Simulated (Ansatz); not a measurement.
Ti2Sb:
```xyz
6
Lattice="-1.9574 1.9574 7.3668 1.9574 -1.9574 7.3668 1.9574 1.9574 -7.3668" Properties=species:S:1:pos:R:3 pbc="T T T"
Ti     0.0000     0.0000     2.5292
Ti     0.0000     0.0000    12.2044
Ti     0.0000     1.9574     0.0000
Ti     1.9574     0.0000     0.0000
Sb     0.0000     0.0000     5.3072
Sb     0.0000     0.0000     9.4264
```

Relaxed with r²SCAN. Special points in fractions of this cell's reciprocal vectors: Γ (0.000, 0.000, 0.000); X (0.000, 0.000, 0.500); P (0.250, 0.250, 0.250); N (0.000, 0.500, 0.000); M (0.500, 0.500, -0.500); S (0.268, 0.732, -0.268); S0 (-0.268, 0.268, 0.268); R (-0.035, 0.035, 0.500); G (0.500, 0.500, -0.035).

Q: List the band energies nearest the Fermi level at these points for r²SCAN in the plane-wave PAW code Ansatz.

A: In eV from the Fermi level; about four levels below and three above (degenerate sets whole), none deeper than 8.9 eV; points with the same levels are listed once.

```
k                          below           above
-  -----------------------------  --------------
Γ        -1.01 -0.90 -0.11 -0.11  0.35 0.75 1.28
X        -0.97 -0.68 -0.47 -0.26  1.24 1.34 1.36
P  -1.31 -1.31 -0.68 -0.33 -0.33  1.24 1.35 1.36
N        -2.61 -1.63 -0.76 -0.51  0.00 0.09 0.83
M  -1.29 -1.29 -1.00 -0.40 -0.36  0.11 0.11 0.24
S        -2.60 -1.68 -0.74 -0.55  0.07 0.10 0.71
R        -0.93 -0.69 -0.49 -0.23  1.24 1.27 1.34
```

Space group I4/mmm. The first step of the workflow began from a Materials Project structure, measured or hypothetical; the Crystallography Open Database copy checked does not list it. Its standing as an ambient phase is unchecked. Symmetry was held in the r²SCAN relaxation; its stability against distortions is not shown here. The run is not spin-polarised. Spin–orbit coupling is left out wherever it is not named.

Potentials: the later of the program's two PAW sets.
